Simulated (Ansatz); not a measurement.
HgSe (zinc blende), relaxed with HSE06 (Ansatz, a quantum-chemistry and plane-wave program, plane waves, PAW): a = 6.1787 Å, b = 6.1787 Å, c = 6.1787 Å, α = 90.00°, β = 90.00°, γ = 90.00°.

```
Item                  Result
--------------------  ------
B₀ by P(V) fit (GPa)    50.5
```

### Question
The same phase is relaxed and computed with PBEsol in the same code. What are the cell and these values now?

### Answer
a = 6.1329 Å, b = 6.1329 Å, c = 6.1329 Å, α = 90.00°, β = 90.00°, γ = 90.00°.

* **B₀ by P(V) fit (GPa)**: 51.5

All cells were relaxed under the symmetry of their starts (and spin orders); stability against distortions was not tested throughout. Spin–orbit coupling is left out wherever it is not named.

Potentials: the later of the program's two PAW sets.

Ansatz is a plane-wave DFT program.
